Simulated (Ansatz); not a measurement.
Q: Band gap from LDA minus that from PBEsol (eV), each on its own relaxed cell (Ansatz, a program for electronic structure, plane waves, PAW; no spin–orbit coupling, no Hubbard U), over 37 phases of the class «sulfides, selenides and tellurides»: what sign and size do you expect?

A: Mean -0.05 eV, median -0.04 eV, mean absolute 0.07 eV; eight in ten lie between -0.13 and 0.04 eV, and 24 % are above zero.

Some cases that may be named, with their rank among the 37 from the lowest: Ag2S, Cmcm (Ag on 4c, Ag on 4b, S on 4c) -0.34 eV (rank 1); TePb2S, R-3m (Te on 3b, Pb on 6c, S on 3a) -0.09 eV (rank 9); ZnCdSeS, P3m1 (Zn on 1b, Cd on 1a, Se on 1b, S on 1a) -0.04 eV (rank 17); ZnHgS2, R3m (Zn on 3a, Hg on 3a, S on 3a, S on 3a) -0.04 eV (rank 19); MgS, wurtzite 0.04 eV (rank 35); MgS, zinc blende 0.05 eV (rank 36).

The phases are those computed here (of each formula those with measured values and the lowest at some level), not a balanced benchmark, and neither functional is the truth. Pairs that end in unlike spin orders or unlike minima (c/a over 6 % apart, 30 % for weakly bound crystals), magnets with 4f shells, solids of gases and phases set aside for tests are left out.

Standing as an ambient phase not checked: Ag2S, Cmcm (Ag on 4c, Ag on 4b, S on 4c); Ag2S, Cmcm (Ag on 4b, Ag on 4c, S on 4c); TePb2S, R-3m (Te on 3b, Pb on 6c, S on 3a); ZnHgS2, R3m (Zn on 3a, Hg on 3a, S on 3a, S on 3a); ZnCdSeS, P3m1 (Zn on 1b, Cd on 1a, Se on 1b, S on 1a); MgS, wurtzite; MgS, zinc blende. All cells were relaxed under the symmetry of their starts (and spin orders); stability against distortions was not tested throughout. Named crystals with no word on spin ran without spin polarisation. Scalar-relativistic: spin–orbit coupling is off unless named, which matters more the heavier the elements.

Potentials: the later of the program's two PAW sets.

Ansatz is a plane-wave DFT program.
